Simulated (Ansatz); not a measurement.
InP:
```
CELL_PARAMETERS angstrom
      0.00000     2.93912     2.93912
      2.93912     0.00000     2.93912
      2.93912     2.93912     0.00000
ATOMIC_POSITIONS crystal
  P  0.75000 0.75000 0.75000
  In 0.00000 0.00000 0.00000
```

Cartesian axes are those of the cell as given.

Task: Give the high-frequency dielectric tensor and the Born effective charge tensors of the independent atoms from DFPT, PBEsol in the plane-wave PAW code Ansatz.

Result: 
ε∞:
```
11.6  0.00  0.00
0.00  11.6  0.00
0.00  0.00  11.6
```
Z* of atom 1 (P), rows: field, columns: displacement, in e:
```
-2.52   0.00   0.00
 0.00  -2.52   0.00
 0.00   0.00  -2.52
```
Z* of atom 2 (In), rows: field, columns: displacement, in e:
```
2.52  0.00  0.00
0.00  2.52  0.00
0.00  0.00  2.52
```

Space group F-43m (zinc blende). Symmetry was held in the PBEsol relaxation. Spin–orbit coupling is left out wherever it is not named.

Potentials: the later of the program's two PAW sets.
